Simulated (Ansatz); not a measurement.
Given:

Si:
```cif
data_Si2
_chemical_formula_sum 'Si2'
_space_group_name_H-M_alt 'P 1'
_space_group_IT_number 1
_cell_length_a 3.83887
_cell_length_b 3.83887
_cell_length_c 3.83887
_cell_angle_alpha 60.000
_cell_angle_beta 60.000
_cell_angle_gamma 60.000
loop_
_space_group_symop_operation_xyz
  'x, y, z'
loop_
_atom_site_label
_atom_site_type_symbol
_atom_site_fract_x
_atom_site_fract_y
_atom_site_fract_z
_atom_site_occupancy
Si1 Si 0.50000 0.50000 0.50000 1
Si2 Si 0.75000 0.75000 0.75000 1
```

This is the r²SCAN+D4-relaxed structure.

Task: All from r²SCAN+D4 (plane waves, PAW; program Ansatz), unless another level is named. Give the Debye temperature from the elastic constants.

Result: 660 K.

Task: Give the elastic constants (relaxed ions, GPa).

Result: C11 = 170, C12 = 63.4, C44 = 82.1.

Space group Fd-3m (diamond). The cell was relaxed with r²SCAN+D4 under the symmetry of its start.

Potentials: the later of the program's two PAW sets.
